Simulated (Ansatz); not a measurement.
One crystal and one scan (scan of one atom of the cell) at two levels, PBE (plane waves to 420 eV, PAW, scalar-relativistic; Ansatz, an electronic-structure program) and r2SCAN (plane waves to 500 eV, PAW, scalar-relativistic; Ansatz), each from its own relaxed cell and on its own mesh. The cell shown is that of PBE.

CdS (zinc blende)

```xyz
2
Lattice="0.0000 2.9633 2.9633 2.9633 0.0000 2.9633 2.9633 2.9633 0.0000" Properties=species:S:1:pos:R:3 pbc="T T T"
S      4.4450     4.4450     4.4450
Cd     0.0000     0.0000     0.0000
```

In this cell atom 1 (S, nearest neighbour Cd at 2.566 Å; its periodic images, 4.2 Å or more away, move with it) is moved by s towards the nearest neighbour, unit vector (-0.577, -0.577, 0.577); all other atoms and the cell stay fixed.

E stands for the smeared free energy. CdS was relaxed with its symmetry unable to fall. Both scans cover s from -0.510 to 0.510 Å.

ΔE (meV/cell), each from the undisplaced structure of its own level:

```json
[
 {"s (Å)": "-0.510", "PBE": "262", "r2SCAN": "withheld"},
 {"s (Å)": "-0.408", "PBE": "195", "r2SCAN": "215"},
 {"s (Å)": "-0.306", "PBE": "128", "r2SCAN": "141"},
 {"s (Å)": "-0.204", "PBE": "66", "r2SCAN": "73"},
 {"s (Å)": "-0.102", "PBE": "19", "r2SCAN": "21"},
 {"s (Å)": "0.000", "PBE": "0", "r2SCAN": "0"},
 {"s (Å)": "0.102", "PBE": "26", "r2SCAN": "29"},
 {"s (Å)": "0.204", "PBE": "122", "r2SCAN": "136"},
 {"s (Å)": "0.306", "PBE": "323", "r2SCAN": "359"},
 {"s (Å)": "0.408", "PBE": "678", "r2SCAN": "754"},
 {"s (Å)": "0.510", "PBE": "1261", "r2SCAN": "1400"}
]
```

Estimate the r2SCAN value at -0.510 from the PBE value there and the ratio of the two levels in the two nearest given rows on that side of the minimum.

At -0.408 and -0.306 the ratio r2SCAN/PBE averages 1.102, which gives 1.102 × 262 = 289 meV/cell. The calculation gives 287 meV/cell, +9.5 % against PBE.

(For displaced atoms, the force is minus the slope of the energy, and its curvature is a force constant, which sets phonon frequencies.)
